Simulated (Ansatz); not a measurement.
Generalised stacking fault of PbSe (rock salt) on the {100} plane. The cell below holds the perfect crystal with the plane normal along z; tilting its third vector by the shift puts one fault into each cell, between planes 3.09 Å apart, at fixed cell height.

```
PbSe
1.0
    4.36852     0.00000     0.00000
    0.00000     4.36852     0.00000
    2.18426     2.18426     9.26703
Se Pb
3 3
Direct
  0.00000   0.00000   0.83333
  0.33333   0.33333   0.16667
  0.66667   0.66667   0.50000
  0.50000   0.50000   0.83333
  0.83333   0.83333   0.16667
  0.16667   0.16667   0.50000
```

In-plane vectors a = (4.369, 0.000) Å, b = (0.000, 4.369) Å, area 19.08 Å². The shift is s times the vector a (length 4.369 Å), so s = 1 restores the start. The shift is rigid: no atom relaxes. γ = [E(shift) − E(0)] / area.

Computed with r2SCAN (plane waves to 500 eV, PAW, scalar-relativistic; Ansatz, a quantum-chemistry and plane-wave program). k mesh 7×7×7 (Γ-centred), Fermi-Dirac smearing 0.05 eV. E is the zero-smearing estimate. Faults lie only 9.3 Å apart, and holding the cell height and the atoms raises γ above its relaxed value. PbSe was relaxed with its symmetry unable to fall. Spin-orbit coupling is left out, though Pb is heavy. The zero of γ is zero shift.

| s | γ (mJ/m²) |
|---|---|
| 0.000 | 0 |
| 0.083 | 30 |
| 0.167 | 111 |
| 0.250 | 220 |
| 0.333 | withheld |
| 0.417 | 403 |
| 0.500 | 431 |
| 0.583 | 403 |
| 0.667 | withheld |
| 0.750 | 220 |
| 0.833 | 111 |
| 0.917 | 30 |

Question: Fit a Fourier form (three harmonics of 1 − cos and sin) to the given rows and predict γ at s = 0.333.

Answer: Least squares on the 10 given rows: γ = (215.4)·[1 − cos(2πs)] + (2.3)·[1 − cos(4πs)], in mJ/m²; root-mean-square residual 0.1 mJ/m². At 0.333 the fit gives 327 mJ/m²; the calculation gives 327 mJ/m², the same to the digits shown. 

(The slope of γ gives the shear force per area between the displaced halves; near zero shift its curvature is an elastic stiffness.)
